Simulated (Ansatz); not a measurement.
# InGaAs$_{2}$, first-principles data

InGaAs$_{2}$:
Space group P-4m2 (No. 115); a = 4.167 Å, b = 4.167 Å, c = 5.903 Å, α = 90.00°, β = 90.00°, γ = 90.00°

```
atom  site  symmetry       x       y       z
----  ----  --------  ------  ------  ------
In      1d      -4m2  0.0000  0.0000  0.5000
Ga      1b      -4m2  0.5000  0.5000  0.0000
As      2g      2mm.  0.0000  0.5000  0.2309
```

Space group P-4m2 (No. 115); conventional cell a = b = 4.1666 Å, c = 5.9034 Å, α = β = γ = 90.00°.

Method: DFT-HSE06 in the program Ansatz with PAW potentials. Geometry: relaxed at this level of theory. Other levels are named where they apply.

**Cell and energy**

```json
{
  "volume_per_atom": "25.62 Å³",
  "density": "5.42 g/cm³"
}
```

**Electronic structure**

```json
{
 "band_gap": "0.63 eV (direct)",
 "valence_band_maximum": "at Γ",
 "conduction_band_minimum": "at Γ",
 "Gap with spin–orbit coupling": "0.50 eV (at the special points and the edges found without it)"
}
```

**Mechanics**

```json
{
  "Bulk modulus (Birch–Murnaghan fit)": "641 kbar",
  "Pressure derivative B′": "4.6"
}
```

**Charges**

```json
{
 "bader_charges": "In +0.83, Ga +0.82, As -0.83 e"
}
```

The workflow started from a Materials Project entry (that database holds measured and hypothetical structures alike); the Crystallography Open Database copy checked does not list it. With In and Ga taken as one species the cell has the higher symmetry F-43m, so it may be an ordered model of a mixed-site phase. Whether it is the stable phase at ambient conditions was not checked. The cell was relaxed with HSE06 under the symmetry of its start; whether a distortion lowers the energy is not shown. The hybrid was solved on a coarse mesh, the path and, where they were found, the r²SCAN edge points; its band edges are the extreme levels among these. Scalar-relativistic: spin–orbit coupling is off unless named, which matters more the heavier the elements.

Potentials: the later of the program's two PAW sets.
